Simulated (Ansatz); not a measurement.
NaScTe2 as one 4-atom ordering (P4/mmm) on the rocksalt lattice, relaxed with r2SCAN. It is tetragonal, P4/mmm (No. 123); conventional cell a = 4.310 Å, c = 5.899 Å, 27.40 Å³ an atom. Na is surrounded by 6 Te at 2.95–3.05 Å; Te is surrounded by 2 Na at 2.95 Å and 4 Sc at 3.05 Å; Sc is surrounded by 6 Te at 2.95–3.05 Å; Te is surrounded by 2 Sc at 2.95 Å and 4 Na at 3.05 Å.

```cif
data_structure
_symmetry_space_group_name_H-M 'P 1'
_symmetry_Int_Tables_number 1
_cell_length_a 4.3099
_cell_length_b 4.3099
_cell_length_c 5.8992
_cell_angle_alpha 90.000
_cell_angle_beta 90.000
_cell_angle_gamma 90.000
_cell_volume 109.58
loop_
_atom_site_label
_atom_site_type_symbol
_atom_site_fract_x
_atom_site_fract_y
_atom_site_fract_z
_atom_site_occupancy
Na1 Na 0.00000 0.00000 0.00000 1
Te1 Te 0.00000 0.00000 0.50000 1
Sc1 Sc 0.50000 0.50000 0.50000 1
Te2 Te 0.50000 0.50000 0.00000 1
```

The questions ask for values computed with the plane-wave code Ansatz on this geometry. (Calculated; non-magnetic; the phase may be known or hypothetical.)

Given (6×6×4 mesh): With LDA the bands overlap by 0.35 eV (counted from 1, band 26 peaks at Γ and band 27 bottoms out at Γ–Z (0.40 of the way from Γ)): no gap.

(1) How does the gap change from LDA to PBE (6×6×4)?

(2) Estimate the gap with PBE+SOC on 6×6×4.

(3) What does r2SCAN give for the gap (6×6×4 mesh)?

(4) How does the gap change from LDA to HSE06 (4×4×4)?

(5) Roughly how does the cost of the HSE06 run (4×4×4) compare with r2SCAN's (6×6×4)?

Results:

(1) With PBE the bands overlap by 0.30 eV (counted from 1, band 26 peaks at Γ and band 27 bottoms out at Γ–Z (0.40 of the way from Γ)): no gap.

(2) With PBE+SOC the bands overlap by 0.46 eV (counted from 1, band 52 peaks at Γ and band 53 bottoms out at Γ–Z (0.50 of the way from Γ)): no gap. Spin-orbit coupling itself accounts for -0.16 eV.

(3) r2SCAN gives no gap: the lowest nominally empty band dips 0.10 eV below the top of the last filled one (its bottom at Γ–Z (0.40 of the way from Γ), the top at Γ), so the cell is a metal or semimetal at this level.

(4) With HSE06 the gap is 0.20 eV and direct, at Γ.

(5) About 13 times as much (4 core-minutes against 21 core-seconds, on a shared machine).

Only the levels marked +SOC include spin-orbit coupling.

Where an edge lies off the special points, it is a point of the mesh or the k point where a search put PBE's edge or least direct gap, reused for the other functionals, whose own edges may lie a little apart; PBE's own value is read along its path and can be a few hundredths of an eV high.

The meshes of the hybrids are coarse, so their gaps aren't converged to the digits shown.

Set aside, since their points miss a band edge that the other levels read or their mesh is too coarse: HSE06+SOC.
